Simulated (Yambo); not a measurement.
## Convergence of the G0W0 gap of Y2CI2

G0W0@PBEsol for Y2CI2 (space group P-3m1, No. 164) in Yambo. Reference settings: 3×3×1 Γ-centred k mesh, bands 3 to 260 and a 8 Ry block in the screening, 260 bands in G with the Bruneval-Gonze terminator, plasmon pole fitted at 27.2 eV. The PBEsol gap Γ → (0, 0.333, 0) on this mesh is 0.73 eV; G0W0 gaps are taken between the same points.

| change from the reference | G0W0 gap Γ → (0, 0.333, 0) (eV) | shift of the valence edge (eV) | rough Yambo cost |
|---|---|---|---|
| reference settings | 1.60 | -0.51 | 1 |
| 92 bands in W, 92 bands in G | 1.59 | -0.23 | about 1/3 |
| 163 bands in W, 163 bands in G | 1.59 | -0.42 | within a factor of two |
| 92 bands in G | 1.60 | -0.45 | – |
| 163 bands in G | 1.60 | -0.50 | – |
| 115 bands in W | 1.58 | -0.35 | about 1/2 |
| 3 Ry block | 1.29 | -0.10 | about 1/2 |
| 7 Ry block | 1.55 | -0.45 | within a factor of two |
| pole fitted at 40 eV | 1.58 | -0.56 | – |
| no random integration | 1.56 | -0.31 | – |
| 92 bands in G, no terminator | 1.53 | 0.00 | – |
| 163 bands in G, no terminator | 1.56 | -0.29 | – |
| no terminator | 1.57 | -0.42 | – |

The reference isn't shown to be the converged limit. Costs are rough (shared machines), scaled to the same edge states, and given only for runs that recompute the screening. The mesh misses a band edge: along a dense path the PBEsol gap is 0.32 eV against 0.73 eV on the mesh.

Spin-orbit coupling is left out, which matters for elements this heavy: edges can move by tenths of an eV.

Geometry relaxed with PBE+D3(BJ); primitive cell a = 3.8297 Å, b = 3.8297 Å, c = 10.3698 Å, α = 90.00°, β = 90.00°, γ = 120.00°.

The structure is a Materials Project entry; no match was found in the copy of COD used, and its stability was not checked.

A shift is the quasiparticle energy of the state minus its PBEsol energy.
